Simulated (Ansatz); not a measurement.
Relaxed-ion elastic tensor of AlAs (zinc blende, F-43m) in GPa (Voigt order), the program Ansatz at the PBEsol level (PAW); density 3.70 g/cm³, 22.84 Å³ per atom.

```tsv
	1	2	3	4	5	6
1	108	54.4	54.4	0.0	0.0	0.0
2	54.4	108	54.4	0.0	0.0	0.0
3	54.4	54.4	108	0.0	0.0	0.0
4	0.0	0.0	0.0	51.5	0.0	0.0
5	0.0	0.0	0.0	0.0	51.5	0.0
6	0.0	0.0	0.0	0.0	0.0	51.5
```

Problem. Is the crystal mechanically stable?

Solution. Yes: the smallest eigenvalue of C is 51.5 GPa.

Problem. Work out the Voigt, Reuss and Hill averages.

Solution. K_V = 72.2, K_R = 72.2, K_H = 72.2; G_V = 41.6, G_R = 37.6, G_H = 39.6 GPa.

Problem. Give Young's modulus, Poisson's ratio, Pugh's ratio and the universal anisotropy index.

Solution. E = 9KG/(3K + G) = 100 GPa; ν = 0.27; K/G = 1.82 (near the Pugh limit of 1.75, no verdict); A_U = 5G_V/G_R + K_V/K_R − 6 = 0.53.

Problem. Estimate the sound speeds and the Debye temperature.

Solution. v_l = √((K + 4G/3)/ρ) = 5810 m/s, v_t = √(G/ρ) = 3270 m/s, mean 3640 m/s; Θ = (h/k)(3n/4πV)^(1/3) v_m = 382 K.

Problem. Give the Zener ratio and Young's modulus along [100], [110] and [111].

Solution. A = 2C44/(C11 − C12) = 1.92; 1/E = S11 − 2(S11 − S12 − S44/2)Γ with Γ = 0, 1/4, 1/3 gives 71.5, 105, 125 GPa.

Problem. Solve the Christoffel equation for the three sound speeds along [100], [110], [111].

Solution. Eigenvalues of C_ijkl n_j n_l equal ρv² (piezoelectric stiffening left out). In km/s, slowest first: [100] 3.73, 3.73, 5.40; [110] 2.69, 3.73, 5.98; [111] 3.08, 3.08, 6.17.

Symmetry was held in the PBEsol relaxation.

Potentials: the earlier of the program's two PAW sets. The files were generated under PBE; for other functionals the program regenerates the frozen cores, and for LDA and PBEsol the local potential too.
